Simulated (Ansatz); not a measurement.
ZnCu (CsCl type)

```yaml
crystal:
  lattice:
    - [2.90828, 0.00000, 0.00000]
    - [0.00000, 2.90828, 0.00000]
    - [0.00000, 0.00000, 2.90828]
  atoms:
    - { symbol: Zn, position: [0.00000, 0.00000, 0.00000] }
    - { symbol: Cu, position: [0.50000, 0.50000, 0.50000] }
```

The slice is a {100} plane (indices of the conventional cell) through the point (0.500, 0.500, 0.500) (fractional), spanned by u = [100] and v = [010] in vectors of this cell: u (2.91 Å) and v (2.91 Å, at 90° to u). It covers one period; positions are fractions (u, v).

These are PBEsol (plane waves to 420 eV, PAW, scalar-relativistic; Ansatz, a first-principles code) values and carry that method's errors. k mesh 16×16×16. These are valence fields of a PAW run, semicore shells included where kept as valence: close to a nucleus they are smooth pseudo fields. ZnCu is run without spin polarisation. ZnCu was relaxed with its symmetry unable to fall.

Question: Sketch the electrostatic potential energy of an electron, from the cell's mean on this plane as a map.

Answer: 
```
|xxxxxxxxxx157999751xxxxxxxxx|
|xxxxxxxxxx258999852xxxxxxxxx|
|xxxxxxxxxx368999863xxxxxxxxx|
|xxxxxxxxx04789998740xxxxxxxx|
|xxxxxxxxx25789998752xxxxxxxx|
|xxxxxxxx0468999998640xxxxxxx|
|xxxxxxx035789999987530xxxxxx|
|xxxxxx03578899999887530xxxxx|
|xxxx024577899999998775420xxx|
|1123456788899999998887654321|
|5556778889998888899988877655|
|7788889999988888889999988887|
|9999999999988888889999999999|
|9999999999988888889999999999|
|9999999999988888889999999999|
|7788889999988888889999988887|
|5556778889998888899988877655|
|1123456788899999998887654321|
|xxxx024577899999998775420xxx|
|xxxxxx03578899999887530xxxxx|
|xxxxxxx035789999987530xxxxxx|
|xxxxxxxx0468999998640xxxxxxx|
|xxxxxxxxx25789998752xxxxxxxx|
|xxxxxxxxx04789998740xxxxxxxx|
|xxxxxxxxxx368999863xxxxxxxxx|
|xxxxxxxxxx258999852xxxxxxxxx|
|xxxxxxxxxx157999751xxxxxxxxx|
|xxxxxxxxxx157999751xxxxxxxxx|
```
Scale: ten equal steps from 4.74 (start of '0') to 10.08 (end of '9'), in the order '0123456789'. Values: electrostatic potential energy of an electron, from the cell's mean, in eV. The map has 28 points along u (one character each, u = 0 at the left) and 28 along v (v = 0 in the bottom row). Points within 1 Å of a nucleus are blanked (x), as the pseudised field means little there. The zero, the cell's mean, hangs on the PAW cores.
